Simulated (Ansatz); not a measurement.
**Energy landscape of Pd**

10 relaxations of Pd ended in 3 distinct structures. All values below come from PBEsol (plane waves to 420 eV, PAW, scalar-relativistic; Ansatz, a first-principles code).

```tsv
#	space group	Pearson	type	E − E(lowest) (eV/atom)	V (Å³/atom)	coordination	runs ending here
1	Fm-3m	cF4	fcc (Cu type)	0.00	14.55	Pd 12 (cuboctahedral)	8
2	P6₃/mmc	hP2	hcp (Mg type)	0.04	14.62	Pd 12 (anticuboctahedral)	1
3	Fd-3m	cF8	diamond type	1.36	22.96	Pd 4 (tetrahedral)	1
```

Coordination numbers (neighbours up to the widest gap in distance over summed covalent radii, below 1.35; n+m marks a second, longer set). All are gapless at this level. Fm-3m, cF4, fcc (Cu type) is the lowest of the structures calculated here.

Space group Fm-3m (No. 225); a = b = c = 3.876 Å, α = β = γ = 90.00°

```
atom  site  symmetry       x       y       z
----  ----  --------  ------  ------  ------
Pd      4a      m-3m  0.0000  0.0000  0.0000
```
(The calculation used a cell of 1 atom; values per cell refer to that cell.)

Each run could gain symmetry but not lose that of its start, so entries can be saddle points. From databases, or of a type measured for this composition: Fm-3m, cF4, fcc (Cu type); the others are generated cells (placed on structure types, drawn at random, substituted or restacked) that were not matched to a known phase here. Static energies at zero pressure. Each cell has its own k-point mesh; energy differences are given only to the digits this allows. No spin polarisation in the result. A magnetic state may lie lower.
